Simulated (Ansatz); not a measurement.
## Ansatz 0.2.0, vacancy hop by nudged elastic band: YSi₂Pd₂

Input:

```yaml
crystal:
  lattice:
    - [0.0, 8.237124, 0.0]
    - [8.237124, 0.0, 0.0]
    - [2.059281, 2.059281, -4.91332]
  atoms:
    - { symbol: "Y", position: [-0.00497956, -0.00022527, 0.00745604] }
    - { symbol: Pd, position: [0.37839867, 0.12509919, 0.50131073] }
    - { symbol: Pd, position: [0.12524636, 0.37366017, 0.50057154] }
    - { symbol: Si, position: [0.19147339, 0.18542024, 0.24463282] }
    - { symbol: Si, position: [0.31484821, 0.31402179, 0.7458597] }
    - { symbol: "Y", position: [0.00061972, 0.49997169, -0.00091251] }
    - { symbol: Pd, position: [0.37485162, 0.62366872, 0.49935476] }
    - { symbol: Pd, position: [0.12291176, 0.87167612, 0.50189312] }
    - { symbol: Si, position: [0.18693521, 0.68580346, 0.24255768] }
    - { symbol: "Y", position: [0.49916196, -0.00266143, -0.00058525] }
    - { symbol: Pd, position: [0.86927706, 0.12218434, 0.50597018] }
    - { symbol: Pd, position: [0.62437443, 0.37615767, 0.49365976] }
    - { symbol: Si, position: [0.6859945, 0.18577637, 0.25056347] }
    - { symbol: Si, position: [0.81767754, 0.31571536, 0.74301953] }
    - { symbol: "Y", position: [0.50282722, 0.50192289, -0.00275051] }
    - { symbol: Pd, position: [0.87396696, 0.62345913, 0.50623828] }
    - { symbol: Pd, position: [0.62304794, 0.87155075, 0.50147053] }
    - { symbol: Si, position: [0.68262422, 0.68815445, 0.24766914] }
    - { symbol: Si, position: [0.81203689, 0.81472282, 0.74792907] }
kpoints:
  mp_grid: { grid: [2, 2, 3] }
magnetization:
  spin_polarized: false
scf:
  occupations: { method: fermi_dirac, width: 0.05 }
hamiltonian:
  pseudopotentials: { kind: paw }
  xc: pbesol
basis:
  ecutwfc: 420
neb:
  images: 5
  relax_end_points: true
  climbing: true
  f_tol: 0.1
  max_iterations: 40
  order_check: false
  final_atoms:
    - { symbol: "Y", position: [-0.00497956, -0.00022527, 0.00745604] }
    - { symbol: Pd, position: [0.37839867, 0.12509919, 0.50131073] }
    - { symbol: Pd, position: [0.12524636, 0.37366017, 0.50057154] }
    - { symbol: Si, position: [0.19147339, 0.18542024, 0.24463282] }
    - { symbol: Si, position: [0.31484821, 0.31402179, 0.7458597] }
    - { symbol: "Y", position: [0.00061972, 0.49997169, -0.00091251] }
    - { symbol: Pd, position: [0.37485162, 0.62366872, 0.49935476] }
    - { symbol: Pd, position: [0.12291176, 0.87167612, 0.50189312] }
    - { symbol: Si, position: [0.30931417, 0.81275765, -0.24998167] }
    - { symbol: "Y", position: [0.49916196, -0.00266143, -0.00058525] }
    - { symbol: Pd, position: [0.86927706, 0.12218434, 0.50597018] }
    - { symbol: Pd, position: [0.62437443, 0.37615767, 0.49365976] }
    - { symbol: Si, position: [0.6859945, 0.18577637, 0.25056347] }
    - { symbol: Si, position: [0.81767754, 0.31571536, 0.74301953] }
    - { symbol: "Y", position: [0.50282722, 0.50192289, -0.00275051] }
    - { symbol: Pd, position: [0.87396696, 0.62345913, 0.50623828] }
    - { symbol: Pd, position: [0.62304794, 0.87155075, 0.50147053] }
    - { symbol: Si, position: [0.68262422, 0.68815445, 0.24766914] }
    - { symbol: Si, position: [0.81203689, 0.81472282, 0.74792907] }
```

Launch command:

```bash
ansatz run input.yaml --threads 4 --pin off --max-ram 8192MiB --backend cpu --events-out ev --progress --plain --runs-dir out
```

Origin of the cell: a database entry, scaled a little.

The cell is 2×2×1 cells of YSi2Pd2 with one Si taken out; atom 9 (Si) hops into the empty site, 2.42 Å away before the end points are relaxed. All atoms were shaken by about 0.02 Å first.

Output (shortened):

```
Warning: neb: disabling space-group detection — the band's intermediate images generally break the endpoint symmetry, so no spatial operation reduces the k-mesh or symmetrises the density, ex […]
Pseudopotentials: kind: paw
Pseudopotential: Y, paw, valence charge 11, recommended cutoff 420 eV (normal), Y.paw.azcp
Pseudopotential: Pd, paw, valence charge 18, recommended cutoff 420 eV (normal), Pd.paw.azcp
Pseudopotential: Si, paw, valence charge 4, recommended cutoff 420 eV (normal), Si.paw.azcp
Functional definition: PBEsol
  exchange = pbesol_x
  correlation = pbesol_c
parallel-image band execution: 4 concurrent image workers
NEB image 0
Crystal: 19 atoms, lattice volume = 333.370 Å³
Basis set: ecut = 420 eV, 6559 PW (Γ), exchange–correlation on 120×120×80 points (8 copies of the dense FFT grid, shifted against one another)
Bands: 130, of which v1, the nominal top of the filled ones, is band 108 counted from 1 (107 counted from 0)
Symmetry: 1 space group operations
[… 10 lines left out …]
Initial density: superposition of atomic densities (neutral atoms: chi_scale 0, normalization atom), corrected by the library's trained network
Functional: x = pbesol(κ = 0.804, μ = 0.123457), c = pbesol(β = 0.046)
SCF iter   1: F=—  HF=-74801.257497 eV  Δρ=7.15e-3  dr2=2.05e-1  defer=7
SCF iter   2: F=—  HF=-74801.227461 eV  Δρ=2.71e-3  dr2=3.75e-2  defer=49
SCF iter   3: F=—  HF=-74801.221597 eV  Δρ=8.10e-4  dr2=5.51e-3  defer=49
[… 2 lines left out …]
SCF iter   6: F=—  HF=-74801.221042 eV  Δρ=2.24e-5  dr2=2.74e-6  defer=49
SCF iter   7: F=—  HF=-74801.221042 eV  Δρ=1.05e-5  dr2=5.79e-7  defer=49
SCF iter   8: F=-74801.221042 eV  HF=-74801.221042 eV  Δρ=2.39e-6  dr2=3.41e-8
NEB iter   1: max|band force component| = 4.018e-1 eV/Å  barrier→ = 0.7816 eV  barrier← = 0.7816 eV  CI = image 3  Δτ_max = 0.0868 Å  (68 SCF iters)
NEB iter   2: max|band force component| = 1.676e-1 eV/Å  barrier→ = 0.7154 eV  barrier← = 0.7154 eV  CI = image 3  Δτ_max = 0.0349 Å  (44 SCF iters)
NEB iter   3: max|band force component| = 3.439e-2 eV/Å  barrier→ = 0.6999 eV  barrier← = 0.6999 eV  CI = image 3  Δτ_max = 0.0000 Å  (37 SCF iters)
--- NEB band (7 images, 3 band iterations, 149 SCF iterations, 82 more in tests of the images' electronic states and relaxations of end points) ---
  forward barrier  = 0.699865 eV
  backward barrier = 0.699883 eV
  lagrangian_above_aufbau_ev (what the smearing adds, to first order; not taken off the barriers): saddle image -0.041284 eV, end points -0.053061 and -0.052918 eV
  climbing image's point = of an order that was not read
  energies are F+E_penalty+E_count in eV, relative to image 0
  image     s (Å)  Δ vs image 0  max|band force component| (eV/Å)
      0    0.0000      0.000000                                 —
      1    0.3618      0.145270                          3.229e-2
      2    0.7232      0.511338                          3.427e-2
  *   3    1.0843      0.699865                          3.131e-2
      4    1.4454      0.511433                          3.439e-2
      5    1.8069      0.145480                          3.275e-2
      6    2.1687     -0.000019                                 —
```

The converged band:

```json
{"image": "0", "path over all atoms (Å)": "0.00", "ΔF (eV)": "0.000", "Si x": "6.20", "y": "2.08", "z (Å)": "-1.05"}
{"image": "1", "path over all atoms (Å)": "0.36", "ΔF (eV)": "0.145", "Si x": "6.19", "y": "2.07", "z (Å)": "-0.73"}
{"image": "2", "path over all atoms (Å)": "0.72", "ΔF (eV)": "0.511", "Si x": "6.18", "y": "2.07", "z (Å)": "-0.36"}
{"image": "3", "path over all atoms (Å)": "1.08", "ΔF (eV)": "0.700", "Si x": "6.17", "y": "2.05", "z (Å)": "0.00"}
{"image": "4", "path over all atoms (Å)": "1.45", "ΔF (eV)": "0.511", "Si x": "6.16", "y": "2.04", "z (Å)": "0.36"}
{"image": "5", "path over all atoms (Å)": "1.81", "ΔF (eV)": "0.145", "Si x": "6.15", "y": "2.03", "z (Å)": "0.73"}
{"image": "6", "path over all atoms (Å)": "2.17", "ΔF (eV)": "0.000", "Si x": "6.14", "y": "2.03", "z (Å)": "1.06"}
```

Highest image (3), forces in eV/Å:

```xyz
19
Lattice="0.000 8.237 0.000 8.237 0.000 0.000 2.059 2.059 -4.913" Properties=species:S:1:pos:R:3:forces:R:3 pbc="T T T" image=3
Y     0.025   -0.035    0.003    0.016   -0.016    0.000
Pd    2.008    4.116   -2.539   -0.010    0.002   -0.007
Pd    4.159    2.053   -2.369    0.010   -0.002    0.006
Si    2.017    2.082   -1.183    0.028   -0.012   -0.025
Si    4.149    4.087   -3.725   -0.028    0.012    0.024
Y     4.076   -0.042   -0.016   -0.025   -0.025    0.019
Pd    6.229    4.058   -2.455   -0.029    0.029    0.000
Pd    8.175    2.111   -2.455    0.029   -0.029    0.000
Si    6.172    2.054    0.002    0.000    0.000    0.000
Y     0.031    4.151    0.021    0.025    0.025   -0.018
Pd    2.035    8.251   -2.454    0.003   -0.003    0.000
Pd    4.131    6.155   -2.454   -0.003    0.003    0.000
Si    2.043    6.163   -1.170    0.020    0.020   -0.031
Si    4.123    8.243   -3.738   -0.020   -0.020    0.031
Y     4.082    4.145    0.003   -0.016    0.016    0.000
Pd    6.171    8.279   -2.368   -0.002    0.010    0.006
Pd    8.233    6.128   -2.539    0.002   -0.010   -0.007
Si    6.199    6.137   -1.183   -0.012    0.029   -0.025
Si    8.204    8.269   -3.724    0.012   -0.028    0.025
```

Barrier of this path: 0.70 eV forwards, 0.70 eV backwards, after 3 band iterations.

Caveats: the k mesh is coarse if the cell is a metal; a small cell with a neutral vacancy and no spin, whose shape can make like sites unlike; the cell is held at a rescaled volume, and strain moves barriers; the hop was drawn among near neighbours and need not be the easiest path; few images and a loose tolerance, and neither the top nor the ends were tested for their order.

Time: 5.9 min on 4 threads of Arm Neoverse V1, on a shared host, peak memory 2.5 GiB, from the program's own first density.
